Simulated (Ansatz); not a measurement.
# YbAl₂B₂: reading a single point

```
Yb B Al
1.0
     1.87163    3.24175    0.00000
    -1.87163    3.24175    0.00000
     0.00000    0.00000    6.33191
Yb B Al
1 2 2
Direct
  0.00000 0.00000 0.00000
  0.33333 0.33333 0.25850
  0.66667 0.66667 0.74150
  0.33333 0.33333 0.63230
  0.66667 0.66667 0.36770
```

Method: PBE, no spin polarisation; PAW, plane waves to 420 eV, 7×7×4 Γ-centred mesh, fermi-dirac occupations (width 0.1 eV) (Ansatz 0.2.0), atoms fixed.

Question: What is the formation energy?

Answer: -0.09 eV an atom against the elements' usual phases (free molecules for gases, crystals otherwise, with no correction for O₂ or N₂), so it is bound against them; other compounds may still compete. Relaxing would lower it.

Question: What does the stress say?

Answer: The pressure is -4.9 GPa (compression positive), so with the atoms held at these fractions the cell would first shrink.

Question: Give the Bader charges.

Answer: Bader charges in e: Yb +1.44, Al +1.82, B -2.54. In the mean Al gives up most and B takes most.

Question: Which atom feels the largest force, and which way?

Answer: The largest is on B2 (and as large on other atoms): 0.67 eV/Å, components (0.00, 0.00, 0.67). It makes 72° with the line to a nearest neighbour, Al5 at 2.27 Å.

Question: Is there a gap?

Answer: It is a metal, with about 4.4 states/eV a cell as the mean within 0.25 eV of the Fermi level, mostly Yb f (41 %) and B p (37 %).

Origin: a known structure type with other elements, at an estimated volume, so it need not be a known compound. Caveats: no spin polarisation, so a magnetic state may lie lower; f levels without a U or exact exchange are poorly placed.
